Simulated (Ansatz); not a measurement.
Zr (hcp, Mg type)

```
CELL_PARAMETERS angstrom
      3.24591     0.00000     0.00000
     -1.62295     2.81104     0.00000
      0.00000     0.00000     5.15116
ATOMIC_POSITIONS crystal
  Zr 0.33333 0.66667 0.75000
  Zr 0.66667 0.33333 0.25000
```

This relaxed cell (volume V₀) is scaled evenly in all directions, its shape held. Symmetry pins the atoms to their sites.

Calculation: r2SCAN (plane waves to 500 eV, PAW, scalar-relativistic; Ansatz, a program for electronic structure). k mesh 16×16×9 (Γ-centred), Fermi-Dirac smearing 0.05 eV. Stress and pressure are positive under compression. The PAW data are Ansatz's earlier set. Zr is run without spin polarisation. Zr was relaxed with its symmetry unable to fall.

At one point of the scan the stress tensor (GPa) is:

```
   -4.2      0.0      0.0
    0.0     -4.2      0.0
    0.0      0.0     -4.4
```

Problem. Which point is it?
A) V/V₀ = 1.075
B) V/V₀ = 1.100
C) V/V₀ = 1.025
D) V/V₀ = 1.050

Solution. D, V/V₀ = 1.050

(A scan under strain: stresses follow from slopes of the energy per volume, elastic moduli from its curvatures.)
